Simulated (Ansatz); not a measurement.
Relaxed-ion elastic tensor of TiSi (CsCl type, Pm-3m) in GPa (Voigt order), plane-wave PAW LDA (Ansatz code); density 4.44 g/cm³, 14.21 Å³ per atom.

```json
[
 {"": "1", "1": "-56.4", "2": "242", "3": "242", "4": "0.0", "5": "0.0", "6": "0.0"},
 {"": "2", "1": "242", "2": "-56.4", "3": "242", "4": "0.0", "5": "0.0", "6": "0.0"},
 {"": "3", "1": "242", "2": "242", "3": "-56.4", "4": "0.0", "5": "0.0", "6": "0.0"},
 {"": "4", "1": "0.0", "2": "0.0", "3": "0.0", "4": "-105", "5": "0.0", "6": "0.0"},
 {"": "5", "1": "0.0", "2": "0.0", "3": "0.0", "4": "0.0", "5": "-105", "6": "0.0"},
 {"": "6", "1": "0.0", "2": "0.0", "3": "0.0", "4": "0.0", "5": "0.0", "6": "-105"}
]
```

Problem. Is the crystal mechanically stable?

Solution. No: the smallest eigenvalue of C is -298 GPa.

A made-up cell: these elements were put on the sites of a structure type; neither database checked (COD, Materials Project) lists it. COD files the formula under space group No. 25, so this cell is another polymorph or a model. Whether it is the stable phase at ambient conditions was not checked. The LDA relaxation kept the symmetry of its start. At this level the phase is dynamically unstable (imaginary phonons). The run is not spin-polarised. As this level gives no gap, shear constants depend on the k-mesh and smearing (Fermi–Dirac, 0.1 eV here). On the denser mesh and wider smearing of the elastic run this cell carries a stress of 0.3 GPa.

Potentials: the later of the program's two PAW sets.
